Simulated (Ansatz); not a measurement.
Geometry optimisation in Ansatz: input, command and trajectory.

```yaml
crystal:
  lattice:
    - [-1.9144185933, 1.9144185933, 3.1398433484]
    - [1.9144185933, -1.9144185933, 3.1398433484]
    - [1.9144185933, 1.9144185933, -3.1398433484]
  atoms:
    - { symbol: Pd, position: [0.593, 0.593, 0.0] }
    - { symbol: Pd, position: [0.407, 0.407, 0.0] }
    - { symbol: Pt, position: [0.0, 0.0, 0.0] }
basis:
  ecutwfc: 420
kpoints:
  mp_grid: { grid: [6, 6, 6] }
hamiltonian:
  xc: pbe
scf:
  occupations: { method: gaussian, width: 0.1 }
  lower_state_search: "off"
output:
  forces: true
  stress: true
  eigenvalues: true
relax:
  adjacent_minimum: "off"
  f_tol: 0.04
  max_steps: 70
  cell: { stress_tol: 0.4 }
```

```bash
ansatz run input.yaml --threads 1 --pin off --max-ram 2560MiB --backend cpu --events-out ev --progress --plain --runs-dir out
```

These are results of DFT PBE, scalar-relativistic, plane waves, PAW in Ansatz 0.2.0, not measurements.

Of 15 frames 10 are shown, positions in Å and forces in eV/Å; the SCF threshold varies from step to step. Steps run on the plane waves of an earlier cell, with a Pulay correction in the pressure. The basis is chosen afresh for the last frame, the zero of the energies, and at times for earlier ones too; energy and pressure step there, also at an unchanged geometry. Here that happened at step 11 (-64 meV/atom, -2.8 GPa); the frames before carry an error of that size.

```xyz
3
Lattice="-1.9144 1.9144 3.1398 1.9144 -1.9144 3.1398 1.9144 1.9144 -3.1398" Properties=species:S:1:pos:R:3:forces:R:3 pbc="T T T" step=1 free_energy_over_end_meV_per_atom=40579.46 pressure_GPa=857.73
Pd    0.0000    0.0000    3.7239    0.0000    0.0000  614.9852
Pd    0.0000    0.0000    2.5558    0.0000    0.0000 -614.9852
Pt    0.0000    0.0000    0.0000    0.0000    0.0000    0.0000
3
Lattice="-1.9273 1.9273 3.2933 1.9273 -1.9273 3.2933 1.9273 1.9273 -3.2933" Properties=species:S:1:pos:R:3:forces:R:3 pbc="T T T" step=3 free_energy_over_end_meV_per_atom=4657.29 pressure_GPa=113.42
Pd    0.0000    0.0000    4.1223    0.0000    0.0000   52.7934
Pd    0.0000    0.0000    2.4642    0.0000    0.0000  -52.7934
Pt    0.0000    0.0000    0.0000    0.0000    0.0000    0.0000
3
Lattice="-1.9284 1.9284 3.4490 1.9284 -1.9284 3.4490 1.9284 1.9284 -3.4490" Properties=species:S:1:pos:R:3:forces:R:3 pbc="T T T" step=4 free_energy_over_end_meV_per_atom=2309.86 pressure_GPa=54.44
Pd    0.0000    0.0000    4.3672    0.0000    0.0000   25.0688
Pd    0.0000    0.0000    2.5307    0.0000    0.0000  -25.0688
Pt    0.0000    0.0000    0.0000    0.0000    0.0000    0.0000
3
Lattice="-1.8492 1.8492 3.7559 1.8492 -1.8492 3.7559 1.8492 1.8492 -3.7559" Properties=species:S:1:pos:R:3:forces:R:3 pbc="T T T" step=6 free_energy_over_end_meV_per_atom=521.86 pressure_GPa=8.04
Pd    0.0000    0.0000    4.8604    0.0000    0.0000    5.1168
Pd    0.0000    0.0000    2.6513    0.0000    0.0000   -5.1168
Pt    0.0000    0.0000    0.0000    0.0000    0.0000    0.0000
3
Lattice="-1.7765 1.7765 3.8965 1.7765 -1.7765 3.8965 1.7765 1.7765 -3.8965" Properties=species:S:1:pos:R:3:forces:R:3 pbc="T T T" step=7 free_energy_over_end_meV_per_atom=217.40 pressure_GPa=2.57
Pd    0.0000    0.0000    5.0920    0.0000    0.0000    2.3356
Pd    0.0000    0.0000    2.7010    0.0000    0.0000   -2.3356
Pt    0.0000    0.0000    0.0000    0.0000    0.0000    0.0000
3
Lattice="-1.7424 1.7424 4.0128 1.7424 -1.7424 4.0128 1.7424 1.7424 -4.0128" Properties=species:S:1:pos:R:3:forces:R:3 pbc="T T T" step=9 free_energy_over_end_meV_per_atom=124.37 pressure_GPa=-3.36
Pd    0.0000    0.0000    5.3267    0.0000    0.0000    0.3040
Pd    0.0000    0.0000    2.6989    0.0000    0.0000   -0.3040
Pt    0.0000    0.0000    0.0000    0.0000    0.0000    0.0000
3
Lattice="-1.7380 1.7380 3.9805 1.7380 -1.7380 3.9805 1.7380 1.7380 -3.9805" Properties=species:S:1:pos:R:3:forces:R:3 pbc="T T T" step=10 free_energy_over_end_meV_per_atom=108.46 pressure_GPa=-0.08
Pd    0.0000    0.0000    5.2997    0.0000    0.0000    0.0205
Pd    0.0000    0.0000    2.6613    0.0000    0.0000   -0.0205
Pt    0.0000    0.0000    0.0000    0.0000    0.0000    0.0000
3
Lattice="-1.6876 1.6876 4.0572 1.6876 -1.6876 4.0572 1.6876 1.6876 -4.0572" Properties=species:S:1:pos:R:3:forces:R:3 pbc="T T T" step=12 free_energy_over_end_meV_per_atom=8.60 pressure_GPa=2.66
Pd    0.0000    0.0000    5.4031    0.0000    0.0000   -0.0109
Pd    0.0000    0.0000    2.7113    0.0000    0.0000    0.0109
Pt    0.0000    0.0000    0.0000    0.0000    0.0000    0.0000
3
Lattice="-1.6757 1.6757 4.1340 1.6757 -1.6757 4.1340 1.6757 1.6757 -4.1340" Properties=species:S:1:pos:R:3:forces:R:3 pbc="T T T" step=13 free_energy_over_end_meV_per_atom=0.68 pressure_GPa=1.14
Pd    0.0000    0.0000    5.5053    0.0000    0.0000   -0.0177
Pd    0.0000    0.0000    2.7628    0.0000    0.0000    0.0177
Pt    0.0000    0.0000    0.0000    0.0000    0.0000    0.0000
3
Lattice="-1.6732 1.6732 4.1711 1.6732 -1.6732 4.1711 1.6732 1.6732 -4.1711" Properties=species:S:1:pos:R:3:forces:R:3 pbc="T T T" step=15 free_energy_over_end_meV_per_atom=0.00 pressure_GPa=-0.13
Pd    0.0000    0.0000    5.5529    0.0000    0.0000    0.0005
Pd    0.0000    0.0000    2.7893    0.0000    0.0000   -0.0005
Pt    0.0000    0.0000    0.0000    0.0000    0.0000    0.0000
```

The start puts this composition into another compound's structure type, which needn't suit it. At the end the space group is I4/mmm (tolerance 0.05 Å).

Time: 48 s on 1 thread of Arm Neoverse V1, on a shared host, peak memory 0.36 GiB.

The k mesh is coarse. Spin–orbit coupling is left out, which can shift energies with elements as heavy as these.